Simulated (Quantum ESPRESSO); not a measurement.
```cif
data_Li2Rb2S4Zn2
_chemical_formula_sum 'Li2 S4 Zn2 Rb2'
_space_group_name_H-M_alt 'I-4m2'
_space_group_IT_number 119
_space_group_name_Hall 'I -4 -2'
_cell_length_a 4.02547
_cell_length_b 4.02547
_cell_length_c 13.76124
_cell_angle_alpha 90.000
_cell_angle_beta 90.000
_cell_angle_gamma 90.000
loop_
_atom_site_label
_atom_site_type_symbol
_atom_site_symmetry_multiplicity
_atom_site_Wyckoff_symbol
_atom_site_fract_x
_atom_site_fract_y
_atom_site_fract_z
_atom_site_occupancy
Li1 Li 2 d 0.50000 0.00000 0.25000 1
S1 S 4 e 0.00000 0.00000 0.34714 1
Zn1 Zn 2 c 0.00000 0.50000 0.25000 1
Rb1 Rb 2 a 0.00000 0.00000 0.00000 1
```
(The calculation used a cell of 5 atoms; values per cell refer to that cell.)

The geometry is that of Materials Project entry mp-1219554, symmetrised and not relaxed again.

Question: What does norm-conserving PBEsol (Quantum ESPRESSO, 84 Ry, scalar-relativistic) give for the electronic structure near the Fermi level?

Answer: The PBEsol gap is direct, 2.31 eV at Γ. 

The structure is a Materials Project entry; no match was found in the copy of COD used, and its stability was not checked.
